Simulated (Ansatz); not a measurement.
The start is a generated trial cell of SiO2 in the alpha-cristobalite structure type. Cell shape, volume and atoms are optimised at zero target pressure with r2SCAN (plane waves to 500 eV, PAW, scalar-relativistic; Ansatz, a quantum-chemistry and plane-wave program).

Ansatz input:
Ansatz 0.2 input:
```yaml
crystal:
  lattice:
    - [4.957, 0, 0]
    - [0, 4.957, 0]
    - [0, 0, 6.8903]
  atoms:
    - { symbol: Si, position: [0.3047, 0.3047, 0] }
    - { symbol: Si, position: [0.8047, 0.1953, 0.75] }
    - { symbol: Si, position: [0.1953, 0.8047, 0.25] }
    - { symbol: Si, position: [0.6953, 0.6953, 0.5] }
    - { symbol: O, position: [0.2381, 0.1109, 0.1826] }
    - { symbol: O, position: [0.7381, 0.3891, 0.5674] }
    - { symbol: O, position: [0.2619, 0.6109, 0.0674] }
    - { symbol: O, position: [0.7619, 0.8891, 0.6826] }
    - { symbol: O, position: [0.8891, 0.7619, 0.3174] }
    - { symbol: O, position: [0.3891, 0.7381, 0.4326] }
    - { symbol: O, position: [0.6109, 0.2619, 0.9326] }
    - { symbol: O, position: [0.1109, 0.2381, 0.8174] }
basis: { ecutwfc: 500, ecutrho_ratio: 4, xc_grid: 4, fft_grid_basis: typed }
kpoints: { mp_grid: { grid: [6, 6, 4] } }
hamiltonian:
  xc: r2scan
  dispersion: none
  pseudopotentials: { kind: paw }
scf: { occupations: { method: fermi_dirac, width: 0.05 } }
relax: { f_tol: 0.01, max_steps: 100, cell: { stress_tol: 0.02 } }
output: { forces: true, stress: true }
```

Question: How large is the pressure on the unrelaxed cell, and of which sign?

Answer: +1.3 GPa (positive: the cell is compressed).

Question: How does the volume per atom move from start to end?

Answer: +1.4 %, from 14.11 to 14.30 Å³/atom.

Question: How do the shortest distances between atoms change?

Answer: The closest pairs of elements (up to four, under 3.6 Å), start → end: O–Si 1.60 → 1.61 Å; O–O 2.61 → 2.61 Å; Si–Si 3.07 → 3.08 Å.

Question: What band gap does the relaxed structure have at this level?

Answer: 6.35 eV, direct at Γ (no spin-orbit coupling).

The space group stays P4₁2₁2 (No. 92) (the run could not lower it); the end is AFLOW prototype A2B_tP12_92_b_a (as in SiO2), with 12 atoms in the primitive cell. No spin polarisation in the result.

The run could not lose the symmetry of its start; a randomly shaken copy of 12 atoms returns to this structure.
